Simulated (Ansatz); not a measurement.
ZnSe:
```yaml
crystal:
  lattice:
    - [0.00000, 2.86631, 2.86631]
    - [2.86631, 0.00000, 2.86631]
    - [2.86631, 2.86631, 0.00000]
  atoms:
    - { symbol: Zn, position: [0.00000, 0.00000, 0.00000] }
    - { symbol: Se, position: [0.25000, 0.25000, 0.25000] }
```

Relaxed with PBE. Special points in fractions of this cell's reciprocal vectors: Γ (0.000, 0.000, 0.000); X (0.500, 0.000, 0.500); U (0.625, 0.250, 0.625); K (0.375, 0.375, 0.750); L (0.500, 0.500, 0.500); W (0.500, 0.250, 0.750).

Problem. List the band energies nearest the valence-band maximum at these points for PBE in the plane-wave PAW code Ansatz.

Solution. In eV from the valence-band maximum; about four levels below and three above (degenerate sets whole), none deeper than 8.9 eV; … stands for higher levels left out; points with the same levels are listed once.

```csv
k,below,above
Γ,-6.08 -6.08 0.00 0.00 0.00,1.15 …
X,-5.91 -4.60 -2.06 -2.06,3.07 3.46 10.48
U,-5.84 -4.55 -2.92 -1.69,3.61 5.52 8.94
L,-5.93 -5.01 -0.82 -0.82,2.49 6.39 6.39
W,-5.81 -4.52 -2.62 -2.50,5.39 5.48 6.89
```

Space group F-43m (zinc blende). The cell was relaxed with PBE under the symmetry of its start. Spin–orbit coupling is left out wherever it is not named.

Potentials: the later of the program's two PAW sets.
